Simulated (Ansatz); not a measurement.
An ordered 8-atom cell of AlB3P4 on the zincblende lattice (R3m): a relaxation of cell and atoms in the plane-wave code Ansatz (r2SCAN). It starts from the PBE minimum.

Input file:
```yaml
crystal:
  lattice:
    - [1.6749185724, 0.9670146886, 11.3249545271]
    - [-1.6749185724, 0.9670146886, 11.3249545271]
    - [0.0, -1.9340293773, 11.3249545271]
  atoms:
    - { symbol: B, position: [0.9936372835, -0.0063627165, -0.0063627165] }
    - { symbol: B, position: [0.2505118692, 0.2505118692, 0.2505118692] }
    - { symbol: B, position: [0.507093529, 0.507093529, 0.507093529] }
    - { symbol: Al, position: [0.7514401509, 0.7514401509, 0.7514401509] }
    - { symbol: P, position: [0.3086034328, 0.3086034328, 0.3086034328] }
    - { symbol: P, position: [0.5652172352, 0.5652172352, 0.5652172352] }
    - { symbol: P, position: [0.8217499092, 0.8217499092, 0.8217499092] }
    - { symbol: P, position: [0.0517465902, 0.0517465902, 0.0517465902] }
kpoints:
  mp_grid: { grid: [8, 8, 8] }
hamiltonian:
  xc: r2scan
scf:
  occupations: { method: fermi_dirac, width: 0.02 }
relax:
  f_tol: 0.005
  cell: {}
```

Command: `ansatz run input.yaml --threads 4 --pin off --max-ram 6451MiB --backend cpu --events-out ev --progress --plain --runs-dir out`.

Question: It ran on 4 threads of Intel(R) Xeon(R) Processor @ 2.50GHz (Skylake/Cascade Lake), with other jobs on the host, load about 0.9 per core. About how long did it take, and how much host memory at the peak?

Answer: About 68 s, with a peak of 0.7 GiB.

The log, with set-up remarks and timings taken out:
```
Pseudopotential: B, paw, valence charge 3, recommended cutoff 500 eV (meta_gga)
Pseudopotential: Al, paw, valence charge 3, recommended cutoff 500 eV (meta_gga)
Pseudopotential: P, paw, valence charge 5, recommended cutoff 500 eV (meta_gga)
Functional definition: r2SCAN
Crystal: 8 atoms, lattice volume = 110.056 Å³
Basis set: ecut = 500 eV, 2759 PW (Γ), FFT grids on a1−a3, a2−a3, a3
Bands: 24, of which v1, the nominal top of the filled ones, is band 16 counted from 1 (15 counted from 0)
Symmetry: 6 space group operations
Space group: R3m (ITA 160)
k-points: 65 of 512 (time reversal used)
preconditioner: auto → Resta (q_TF=auto, 2.221 Å⁻¹)  ε∞=4.7  [insulator: Δε(μ)=0.234 eV  σ=0.020 eV  ℏωp=20.0 eV]
SCF 1 converged in 7 iterations: F = -4049.324262 eV  dr2 = 6.34e-8
relax step 1: F+E_penalty+E_count = -4049.32426199 eV  max|allowed force component| = 4.060e-1 eV/Å  Δτ_max = 0.0000 Å  P = -1.029 GPa  Ω = 110.056 Å³
SCF 2 converged in 5 iterations: F = -4049.334510 eV  dr2 = 2.05e-7
relax step 2: F+E_penalty+E_count = -4049.33450986 eV  max|allowed force component| = 1.170e-1 eV/Å  Δτ_max = 0.0144 Å  P = -0.193 GPa  Ω = 109.655 Å³
SCF 3 converged in 4 iterations: F = -4049.335256 eV  dr2 = 2.54e-7
relax step 3: F+E_penalty+E_count = -4049.33525646 eV  max|allowed force component| = 4.328e-2 eV/Å  Δτ_max = 0.0074 Å  P = +0.076 GPa  Ω = 109.525 Å³
SCF 4 converged in 4 iterations: F = -4049.335506 eV  dr2 = 3.82e-8
relax step 4: F+E_penalty+E_count = -4049.33550593 eV  max|allowed force component| = 3.359e-3 eV/Å  Δτ_max = 0.0030 Å  P = +0.006 GPa  Ω = 109.574 Å³
SCF 5 converged in 5 iterations: F = -4049.335457 eV  dr2 = 4.74e-12
relax step 5: F+E_penalty+E_count = -4049.33545654 eV  max|allowed force component| = 3.349e-3 eV/Å  Δτ_max = 0.0000 Å  P = +0.006 GPa  Ω = 109.574 Å³  (SCF on a basis re-selected at this cell)
SCF converged after 5 iterations
Free energy (F): -4049.335457 eV
Internal energy: -4049.335416 eV  (E = F + TS)
E sigma→0 (E₀):  -4049.335436 eV
Entropy (-TS):   -0.000041 eV (-0.005 meV/atom)
Fermi energy:    9.184274 eV
--- Forces (eV/Å), atoms counted from 1 ---
  atom   1  B       0.00000      0.00000      0.00007
  atom   2  B       0.00000      0.00000    -0.00258
  atom   3  B       0.00000      0.00000    -0.00335
  atom   4  Al      0.00000      0.00000      0.00087
  atom   5  P       0.00000      0.00000    -0.00212
  atom   6  P       0.00000      0.00000      0.00242
  atom   7  P       0.00000      0.00000      0.00322
  atom   8  P       0.00000      0.00000      0.00150
--- Stress (GPa, compression-positive) ---
       -0.001591       0.000000       0.000000
        0.000000      -0.001591       0.000000
        0.000000       0.000000       0.021229
  P = ⅓ Tr σ = 0.0060 GPa (0.060 kbar)
--- Relaxed structure (4 steps of the walk, 4 accepted, 1 SCFs on fresh bases) ---
  F+E_penalty+E_count = -4049.33545654 eV   max|allowed force component| = 3.349e-3 eV/Å
  cell:  # Å, volume = 109.5737 Å³
    - [1.676312, 0.967819, 11.256567]
    - [-1.676312, 0.967819, 11.256567]
    - [0.000000, -1.935638, 11.256567]
  atoms:
    - { symbol: B, position: [0.993922, -0.006078, -0.006078] }
    - { symbol: B, position: [0.250534, 0.250534, 0.250534] }
    - { symbol: B, position: [0.506887, 0.506887, 0.506887] }
    - { symbol: Al, position: [0.751000, 0.751000, 0.751000] }
    - { symbol: P, position: [0.308808, 0.308808, 0.308808] }
    - { symbol: P, position: [0.565144, 0.565144, 0.565144] }
    - { symbol: P, position: [0.821405, 0.821405, 0.821405] }
    - { symbol: P, position: [0.052300, 0.052300, 0.052300] }
```

In 4 steps the volume changed by -0.4 %; between the first SCF and the last, each on a basis chosen for its cell, the energy fell by 1.4 meV an atom. At the end: it is trigonal, R3m (No. 160); a = 3.353 Å, c = 33.770 Å in the conventional setting, 13.70 Å³ an atom. B is surrounded by 4 P at 1.97–2.03 Å; B is surrounded by 4 P at 1.97–2.04 Å; Al is surrounded by 4 P at 2.22–2.38 Å; P is surrounded by 4 B at 1.97–2.03 Å; P is surrounded by 4 B at 1.97–2.04 Å; P is surrounded by 3 B at 2.04 Å and 1 Al at 2.38 Å; P is surrounded by 1 B at 1.97 Å and 3 Al at 2.22 Å.

Simulation only: spin-unpolarised, and no claim that this is the phase found in nature.
